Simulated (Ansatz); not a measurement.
Consider the following.

LiCl (rock salt, Fm-3m), a = b = c = 4.965 Å, α = β = γ = 90.00°; the cell used has 2 atoms.

This is the LDA-relaxed structure.

Problem. All from LDA in the plane-wave PAW code Ansatz, unless another level is named. Estimate the hole effective mass.

Solution. 0.52, 1.8, 11 mₑ (principal values).

Problem. Predict the formation energy from the elements (no fitted shifts).

Solution. -1887 meV/atom.

Problem. Predict the band gap.

Solution. 6.48 eV (indirect).

Problem. Give the smallest direct gap on the standard path.

Solution. 6.59 eV.

Problem. Predict the electron effective mass.

Solution. 0.32, 0.32, 1.1 mₑ (principal values).

The cell was relaxed with LDA under the symmetry of its start; phonons on a q-mesh show no instability. The references are the lowest solids computed at this level, not always the standard phases (solids in place of the gases).

Potentials: the later of the program's two PAW sets.
